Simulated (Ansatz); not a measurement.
**Sensitivity of the gradients in Mg2C3 to the input**

Cell: a structure deposited in the COD.

```
Mg C
1.0
     2.41550   -2.35000    0.00000
     2.41550    2.35000    0.00000
    -1.22707    0.00000    4.83328
Mg C
2 3
Cartesian
  3.6601 0.0000 0.9720
  -0.0561 0.0000 3.8613
  1.1231 0.0000 1.2639
  2.4808 0.0000 3.5694
  1.8020 0.0000 2.4166
```

Atoms are numbered from 1 in the order listed; like atoms form one site, named after its first atom.

Reference run. Method: Kohn–Sham DFT in Ansatz, PBE, plane waves and PAW, scalar-relativistic, 420 eV cutoff, Γ-centred 9×9×6 k-points, Fermi–Dirac smearing 0.05 eV.

Task: The input is changed as follows: `total_charge`: not typed → 4; `scf.max_iter`: not typed → 80. What happens to V_zz (10²¹ V/m²) and η?

Result: 

| site | atom | V_zz reference | η reference | V_zz changed | η changed |
| --- | --- | --- | --- | --- | --- |
| Mg | 1 | 0.67 | 0.55 | -1.14 | 0.27 |
| C3 | 3 | 0.97 | 0.72 | -9.72 | 0.06 |
| C5 | 5 | -4.25 | 0.09 | -4.07 | 0.14 |

The largest change of V_zz along a kept axis is on Mg, from 0.67 to -1.14. The whole tensor moves most on C3, by 8.89 along its most changed direction. In per cent, |V_zz| changes by -4 on C (all sites that start above 0.5, bar those whose gradient vanishes or changes sign or whose main axis turns by over 40°). Where |V_zz| stays above 0.1 and the axes keep their order, η moves most on Mg, from 0.55 to 0.27. V_zz changes sign on Mg (same axis). On C3 the largest principal value lies along another axis in the second run, so the two V_zz can't be compared directly. The changed cell holds a charge of +4 on a uniform background, so it isn't the neutral crystal. At these positions the changed run has forces up to 2.0 eV/Å, so its atoms aren't at their own equilibrium. SCF iterations: 6 and 8. The changed input holds a charge that the system can't hold, so its numbers aren't properties of the crystal.

On the reference run: The largest force is 0.5 eV/Å, so the atoms aren't at the calculated equilibrium and relaxing them would move these values.
